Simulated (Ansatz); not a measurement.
A: WC (WC type, space group P-6m2), a = b = 2.922 Å, c = 2.847 Å, α = β = 90.00°, γ = 120.00°
B: TiO₂ (rutile), a = 4.6435 Å, b = 4.6435 Å, c = 2.9637 Å, α = 90.00°, β = 90.00°, γ = 90.00°
C: Zr (hcp, Mg type), a = 3.232 Å, b = 3.232 Å, c = 5.174 Å, α = 90.00°, β = 90.00°, γ = 120.00°

Scan: energy over volume and axial ratio (atoms clamped). One method and one kind of scan serve all of them; meshes and ranges differ. All were relaxed with their symmetry unable to fall. Spin-orbit coupling is left out. The PAW data are Ansatz's earlier set. TiO2 is run without spin polarisation. WC is run without spin polarisation. Zr is run without spin polarisation.

Task: Order them by modulus against c/a change at fixed volume, (3/4V)·∂²E/∂(ln c/a)² (fitted) (highest first) at the level PBE (plane waves to 420 eV, PAW, scalar-relativistic; Ansatz, a first-principles code).

Result: A (355 GPa), B (130 GPa), C (45 GPa)

(Under strain, the slope of the energy per volume gives the stress and its curvature an elastic modulus.)
